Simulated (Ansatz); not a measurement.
Starting structure of a cell relaxation (symmetry kept):

```
CELL_PARAMETERS angstrom
6.57683 0.00000 0.00000
-3.28841 5.69570 0.00000
0.00000 0.00000 3.99040
ATOMIC_POSITIONS crystal
Tl 0.00000 0.50000 0.00000
Tl 0.50000 0.00000 0.00000
Tl 0.50000 0.50000 0.00000
Pt 0.00000 0.00000 0.00000
Pt 0.66667 0.33333 0.50000
Pt 0.33333 0.66667 0.50000
```

Computed with DFT LDA, scalar-relativistic, plane waves, PAW in Ansatz 0.2.0.

Plane waves to 420 eV, a k mesh through Γ of 6×6×10 on the computed 6-atom cell and Gaussian smearing (0.10 eV); no spin polarisation.

Problem. What does it relax to?

Solution. The volume falls by 2.67 Å³/atom to 22.24 Å³/atom, and the energy falls by 63.0 meV/atom. Final structure:
```
CELL_PARAMETERS angstrom
6.16867 0.00000 0.00000
-3.08434 5.34223 0.00000
0.00000 0.00000 4.04992
ATOMIC_POSITIONS crystal
Tl 0.00000 0.50000 0.00000
Tl 0.50000 0.00000 0.00000
Tl 0.50000 0.50000 0.00000
Pt 0.00000 0.00000 0.00000
Pt 0.66667 0.33333 0.50000
Pt 0.33333 0.66667 0.50000
```

Course of the relaxation (steps run on the plane waves of an earlier cell, and the basis is chosen afresh near the end, so energy and pressure can step there; trial steps that raised the energy were taken back; energies are free energies):

```tsv
step	E − E_final (meV/atom)	P (GPa)	V (Å³/atom)
1	63.0	-7.20	24.91
2	23.0	4.91	21.84
3	6.2	-1.03	22.87
4	3.3	-0.44	22.64
5	0.6	1.00	21.93
6	-0.6	0.01	22.23
7	-0.6	0.00	22.24
8	0.0	-0.01	22.24
```

Spin–orbit coupling is left out, which can shift energies with elements as heavy as these.

Cost: 1 run of about 4.5 core-minutes, on Arm Neoverse N1 (shared hosts).